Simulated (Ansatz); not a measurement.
BPt:
```xyz
4
Lattice="3.7116 0.0000 0.0000 -1.8558 3.2143 0.0000 0.0000 0.0000 3.6881" Properties=species:S:1:pos:R:3 pbc="T T T"
Pt     0.0000     2.1429     0.9220
Pt     1.8558     1.0714     2.7661
B      0.0000     0.0000     0.0000
B      0.0000     0.0000     1.8440
```

Relaxed with r²SCAN. Special points in fractions of this cell's reciprocal vectors: Γ (0.000, 0.000, 0.000); M (0.500, 0.000, 0.000); K (0.333, 0.333, 0.000); A (0.000, 0.000, 0.500); L (0.500, 0.000, 0.500); H (0.333, 0.333, 0.500).

Q: List the band energies nearest the Fermi level at these points for r²SCAN with spin–orbit coupling (plane waves, PAW; program Ansatz).

A: In eV from the Fermi level; about four levels below and three above (degenerate sets whole), none deeper than 8.9 eV; points with the same levels are listed once.

| k | below | above |
|---|---|---|
| Γ | -2.15 -2.15 -2.05 -2.05 | 2.88 2.88 3.89 3.89 |
| M | -2.26 -2.26 -1.44 -1.44 | 0.03 0.03 3.98 3.98 |
| K | -1.12 -1.12 -0.60 -0.60 | 4.44 4.44 6.07 6.07 |
| A | -2.22 -2.22 -2.22 -2.22 | 2.44 2.44 2.44 2.44 |
| L | -0.28 -0.28 -0.28 -0.28 | 3.42 3.42 3.42 3.42 |
| H | -3.10 -3.10 -0.83 -0.83 | 0.12 0.12 0.76 0.76 |

Space group P6_3/mmc (NiAs type). The workflow started from an entry of the Crystallography Open Database (COD). Its standing as an ambient phase is unchecked. The r²SCAN relaxation kept the symmetry of its start; its stability against distortions is not shown here. No spin polarisation was allowed.

Potentials: the later of the program's two PAW sets.
